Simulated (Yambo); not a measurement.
Cs2NaYF6 (space group Fm-3m, No. 225), G0W0@LDA in Yambo (2×2×2 mesh, plasmon pole; 7 Ry block, no terminator). The number N of bands in W and G is varied.

```json
[
 {"N": "113", "x = 1/N": "0.00885", "gap Γ → Γ (eV)": "10.486", "shift of the valence edge (eV)": "-1.871"},
 {"N": "161", "x = 1/N": "0.00621", "gap Γ → Γ (eV)": "10.271", "shift of the valence edge (eV)": "-1.908"},
 {"N": "224", "x = 1/N": "0.00446", "gap Γ → Γ (eV)": "10.188", "shift of the valence edge (eV)": "-1.985"},
 {"N": "286", "x = 1/N": "0.00350", "gap Γ → Γ (eV)": "?", "shift of the valence edge (eV)": "?"}
]
```

Question: Basis-set arguments suggest E = E∞ + A x. Fix A and E∞ from the two rows above the withheld one, predict the row at 286 bands, and test the form.

Answer: Gap: A = (10.188 − (10.271))/(0.00446 − 0.00621) = 47.4, E∞ = 9.976 eV, so 10.142 eV is predicted; the run gave 10.160 eV (miss 18 meV). The first two rows have slope 81.4, so the form doesn't hold yet over the whole range. Shift: A = (-1.985 − (-1.908))/(0.00446 − 0.00621) = 44.0, E∞ = -2.181 eV, so -2.027 eV is predicted; the run gave -2.036 eV (miss 9 meV). The first two rows have slope 14.0, so the form doesn't hold yet over the whole range. The other settings are held fixed.

Geometry of the Materials Project entry, not relaxed at this level; primitive cell a = 6.5064 Å, b = 6.5064 Å, c = 6.5064 Å, α = 60.00°, β = 60.00°, γ = 60.00°.

A shift is the quasiparticle energy of the state minus its LDA energy.
